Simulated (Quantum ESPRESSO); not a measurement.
# Ta3Sn2MoPd2: input and log of a self-consistent run

A calculation, not a measurement. The program is pw.x of Quantum ESPRESSO 7.5 (plane-wave density functional theory). The cell is made up: eight metal atoms on a face-centred cubic lattice, with elements, volume, strain and displacements drawn at random and not relaxed, so it may be unstable or far from any real phase. PseudoDojo standard norm-conserving files set the functional (PBE unless stated); there is no spin polarisation or spin-orbit coupling, the Fermi-Dirac width of 0.25 eV means electrons at about 2900 K, and the masses in the input are unused placeholders. The tin pseudopotential is less sure than most, with forces differing by about three percent from a second method on plain tin. Heavy elements are run without spin-orbit coupling, which real alloys of them have. A spin test at this wide smearing found no moment, but such smearing suppresses magnetism that the real alloy may have.

Input:

```
&control calculation='scf', pseudo_dir='./dojo.nc.sr.pbe.v0_5.standard.upf', outdir='./o', disk_io='minimal', tprnfor=.true., tstress=.true. /
&system ibrav=0, nat=8, ntyp=4, nbnd=75, ecutwfc=84.00895049, nosym=.true., tot_charge=0,
 occupations='smearing', smearing='fd', degauss=0.0183746611
/
&electrons conv_thr=1.470e-08, electron_maxstep=70, mixing_beta=0.5 /
ATOMIC_SPECIES
Mo 1.0 Mo.upf
Pd 1.0 Pd.upf
Sn 1.0 Sn.upf
Ta 1.0 Ta.upf
CELL_PARAMETERS angstrom
-0.0018 -2.1061 -2.0716
-0.0536 4.1852 -4.1163
8.4727 -0.0499 0.0572
ATOMIC_POSITIONS angstrom
Ta -0.0488 -0.0513 0.0613
Ta 4.2923 -0.0696 -0.0521
Sn -0.0271 2.0458 -2.0073
Mo 4.2962 2.1243 -1.9952
Ta 2.2319 -0.0317 -2.056
Sn 6.3185 -0.0178 -1.9961
Pd 2.1205 2.0291 -4.0795
Pd 6.3391 1.9853 -4.0791
K_POINTS automatic
8 4 3 1 1 1
```

The log is shortened where brackets say so; the opening notice, blank lines, dates and the lines on written files are dropped, and the path of the files is cut. It prints rydbergs, bohrs and kilobars, and counts compression as positive stress. Its total energy is the free energy E - TS of the whole cell.

```
     Program PWSCF v.7.5
     Parallel version (MPI & OpenMP), running on       4 processor cores
     Number of MPI processes:                 4
     Threads/MPI process:                     1
     [start-up lines left out]
     bravais-lattice index     =            0
     lattice parameter (alat)  =       5.5826  a.u.
     unit-cell volume          =     991.3268 (a.u.)^3
     number of atoms/cell      =            8
     number of atomic types    =            4
     number of electrons       =       117.00
     number of Kohn-Sham states=           75
     kinetic-energy cutoff     =      84.0090  Ry
     charge density cutoff     =     336.0358  Ry
     scf convergence threshold =      1.5E-08
     mixing beta               =       0.5000
     number of iterations used =            8  plain     mixing
     Exchange-correlation= PBE
                           (   1   4   3   4   0   0   0)
     [axes and pseudopotential details left out]
   Cartesian axes
     site n.     atom                  positions (alat units)
         1        Ta     tau(   1) = (  -0.0165190  -0.0173652   0.0207502  )
         2        Ta     tau(   2) = (   1.4529576  -0.0235598  -0.0176360  )
         3        Sn     tau(   3) = (  -0.0091734   0.6925100  -0.6794776  )
         4        Mo     tau(   4) = (   1.4542777   0.7190825  -0.6753817  )
         5        Ta     tau(   5) = (   0.7555054  -0.0107306  -0.6959627  )
         6        Sn     tau(   6) = (   2.1388329  -0.0060254  -0.6756864  )
         7        Pd     tau(   7) = (   0.7177962   0.6868570  -1.3809241  )
         8        Pd     tau(   8) = (   2.1458060   0.6720305  -1.3807887  )
     number of k points=    48  Fermi-Dirac smearing, width (Ry)=  0.0184
                       cart. coord. in units 2pi/alat
        k(    1) = (   0.0587219   0.0006374  -0.0898264), wk =   0.0416667
        k(    2) = (  -0.1737442  -0.0007519  -0.0882120), wk =   0.0416667
     [further k points left out]
     Dense  grid:   103165 G-vectors     FFT dimensions: (  36,  72,  96)
     Estimated max dynamical RAM per process >     372.16 MB
     Estimated total dynamical RAM >       1.38 GB
     Initial potential from superposition of free atoms
     starting charge     116.9924, renormalised to     117.0000
     Starting wfcs are   76 randomized atomic wfcs
     total cpu time spent up to now is       11.1 secs
     per-process dynamical memory:   280.6 Mb
     Self-consistent Calculation
     iteration #  1     ecut=    84.01 Ry     beta= 0.50
     Davidson diagonalization with overlap
     ethr =  1.00E-02,  avg # of iterations =  4.5
     total cpu time spent up to now is       33.6 secs
     total energy              =   -1379.03680091 Ry
     estimated scf accuracy    <      14.52098131 Ry
     iteration #  2     ecut=    84.01 Ry     beta= 0.50
     Davidson diagonalization with overlap
     ethr =  1.00E-02,  avg # of iterations =  3.0
     total cpu time spent up to now is       52.6 secs
     total energy              =   -1384.50872568 Ry
     estimated scf accuracy    <      55.38434769 Ry
     iteration #  3     ecut=    84.01 Ry     beta= 0.50
     Davidson diagonalization with overlap
     ethr =  1.00E-02,  avg # of iterations =  3.5
     total cpu time spent up to now is       69.1 secs
     total energy              =   -1387.81878830 Ry
     estimated scf accuracy    <      14.59613661 Ry
     iteration #  4     ecut=    84.01 Ry     beta= 0.50
     Davidson diagonalization with overlap
     ethr =  1.00E-02,  avg # of iterations =  1.5
     total cpu time spent up to now is       82.3 secs
     total energy              =   -1388.41812079 Ry
     estimated scf accuracy    <       8.00312575 Ry
     iteration #  5     ecut=    84.01 Ry     beta= 0.50
     Davidson diagonalization with overlap
     ethr =  6.84E-03,  avg # of iterations =  1.0
     total cpu time spent up to now is       94.9 secs
     total energy              =   -1388.37266709 Ry
     estimated scf accuracy    <       3.12535077 Ry
     [iterations 6 to 15 left out]
     iteration # 16     ecut=    84.01 Ry     beta= 0.50
     Davidson diagonalization with overlap
     ethr =  7.56E-09,  avg # of iterations =  1.0
     total cpu time spent up to now is      261.8 secs
     total energy              =   -1388.33422516 Ry
     estimated scf accuracy    <       0.00000015 Ry
     iteration # 17     ecut=    84.01 Ry     beta= 0.50
     Davidson diagonalization with overlap
     ethr =  1.29E-10,  avg # of iterations =  2.9
     total cpu time spent up to now is      281.3 secs
     total energy              =   -1388.33422518 Ry
     estimated scf accuracy    <       0.00000012 Ry
     iteration # 18     ecut=    84.01 Ry     beta= 0.50
     Davidson diagonalization with overlap
     ethr =  1.04E-10,  avg # of iterations =  2.0
     total cpu time spent up to now is      295.8 secs
     total energy              =   -1388.33422519 Ry
     estimated scf accuracy    <       0.00000008 Ry
     iteration # 19     ecut=    84.01 Ry     beta= 0.50
     Davidson diagonalization with overlap
     ethr =  6.56E-11,  avg # of iterations =  1.1
     total cpu time spent up to now is      308.9 secs
     total energy              =   -1388.33422520 Ry
     estimated scf accuracy    <       0.00000002 Ry
     iteration # 20     ecut=    84.01 Ry     beta= 0.50
     Davidson diagonalization with overlap
     ethr =  1.86E-11,  avg # of iterations =  1.8
     total cpu time spent up to now is      323.0 secs
     End of self-consistent calculation
     [lines on levels left out]
!    total energy              =   -1388.33422519 Ry
     estimated scf accuracy    <          7.4E-09 Ry
     smearing contrib. (-TS)   =      -0.10582858 Ry
     internal energy E=F+TS    =   -1388.22839661 Ry
     The total energy is F=E-TS. E is the sum of the following terms:
     one-electron contribution =    -361.73356996 Ry
     hartree contribution      =     251.88887286 Ry
     xc contribution           =    -282.27159977 Ry
     ewald contribution        =    -996.11209974 Ry
     convergence has been achieved in  20 iterations
     Forces acting on atoms (cartesian axes, Ry/au):
     atom    1 type  4   force =     0.04366480    0.01015940   -0.01301243
     atom    2 type  4   force =    -0.04461290   -0.02948158    0.04166697
     atom    3 type  3   force =     0.06690577    0.03252180   -0.03453871
     atom    4 type  1   force =    -0.03754304    0.00022982    0.00305697
     atom    5 type  4   force =    -0.01122822   -0.00723060    0.00293872
     atom    6 type  3   force =    -0.01870530   -0.02101699    0.00570091
     atom    7 type  2   force =     0.01305534    0.00946041   -0.00847346
     atom    8 type  2   force =    -0.01153646    0.00535774    0.00266102
     Total force =     0.128189     Total SCF correction =     0.000299
     Computing stress (Cartesian axis) and pressure
          total   stress  (Ry/bohr**3)                   (kbar)     P=       -8.58
   0.00004075   0.00016058  -0.00015868            5.99       23.62      -23.34
   0.00016058  -0.00009712   0.00011313           23.62      -14.29       16.64
  -0.00015868   0.00011313  -0.00011859          -23.34       16.64      -17.44
     init_run     :      8.53s CPU      8.86s WALL (       1 calls)
     electrons    :    305.83s CPU    311.85s WALL (       1 calls)
     forces       :      2.72s CPU      2.73s WALL (       1 calls)
     stress       :      9.55s CPU      9.71s WALL (       1 calls)
     [timing details left out]
     PWSCF        :   5m28.97s CPU   5m35.51s WALL
     JOB DONE.
```

In other units: free energy -18889.249 eV for the cell, pressure -0.86 GPa, largest force component 1.720 eV/Å in size. The run took 337 s of wall time with four MPI processes on a shared machine (Intel Xeon, 2023 or later, virtual cores), so the time is rough. A rerun of this cell at a higher cutoff and on a denser mesh moved values by no more than 0.005 eV in energy, 0.12 GPa in stress and 0.018 eV/Å in force, and a second program with other atomic files agreed on that cell to 2 % rms in force and 0.5 GPa in pressure.